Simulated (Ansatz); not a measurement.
CaO (rock salt)

```xyz
2
Lattice="0.0000 2.3835 2.3835 2.3835 0.0000 2.3835 2.3835 2.3835 0.0000" Properties=species:S:1:pos:R:3 pbc="T T T"
O      0.0000     0.0000     0.0000
Ca     2.3835     2.3835     2.3835
```

The relaxed cell is deformed in two ways at once: its volume V is scaled, and at that volume it is stretched along z (the c axis of the conventional cell) so that c/a changes. Fractional atomic positions are held.

Computed with PBEsol (plane waves to 420 eV, PAW, scalar-relativistic; Ansatz, a first-principles code). k mesh 12×12×12 (Γ-centred), Fermi-Dirac smearing 0.05 eV. Stress and pressure are positive under compression. CaO was relaxed with its symmetry unable to fall.

At one point of the scan the stress tensor (GPa) is:

```
   -7.5      0.0      0.0
    0.0     -7.5      0.0
    0.0      0.0     -7.5
```

Question: Which point is it?
A) V/V₀ = 1.027, (c/a)/(c/a)₀ = 1.000
B) V/V₀ = 1.080, (c/a)/(c/a)₀ = 1.080
C) V/V₀ = 1.053, (c/a)/(c/a)₀ = 0.880
D) V/V₀ = 1.080, (c/a)/(c/a)₀ = 1.000

Answer: D, V/V₀ = 1.080, (c/a)/(c/a)₀ = 1.000

(Under strain, the slope of the energy per volume gives the stress and its curvature an elastic modulus.)
